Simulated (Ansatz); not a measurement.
Question: Each is relaxed and computed with r²SCAN (plane waves, PAW; program Ansatz). Which is the only one with a gap?
(A) La2Sb, I4/mmm (La on 4e, La on 4c, Sb on 4e)
(B) InSb, Pmmn (In on 2a, Sb on 2b)
(C) AlInSb2, R3m (Al on 3a, In on 3a, Sb on 3a, Sb on 3a)
(D) EuSbAu, P6_3/mmc (Eu on 2a, Sb on 2c, Au on 2d)

Answer: C, AlInSb2, R3m (Al on 3a, In on 3a, Sb on 3a, Sb on 3a). AlInSb2: gap 0.86 eV (direct); InSb: metal; EuSbAu: metal; La2Sb: metal. Caveat: open 4f shells can settle in a state that is not the lowest. Spin orders computed, not proven ground states: EuSbAu, P6_3/mmc (Eu on 2a, Sb on 2c, Au on 2d) ferromagnetic. Not the usual ambient phase: InSb, Pmmn (In on 2a, Sb on 2b). Standing as an ambient phase not checked: AlInSb2, R3m (Al on 3a, In on 3a, Sb on 3a, Sb on 3a); EuSbAu, P6_3/mmc (Eu on 2a, Sb on 2c, Au on 2d); La2Sb, I4/mmm (La on 4e, La on 4c, Sb on 4e). Perhaps ordered models of mixed-site phases: AlInSb2, R3m (Al on 3a, In on 3a, Sb on 3a, Sb on 3a). All cells were relaxed under the symmetry of their starts (and spin orders); stability against distortions was not tested throughout. No Hubbard U is applied. Spin–orbit coupling is left out wherever it is not named.

Potentials: the later of the program's two PAW sets.
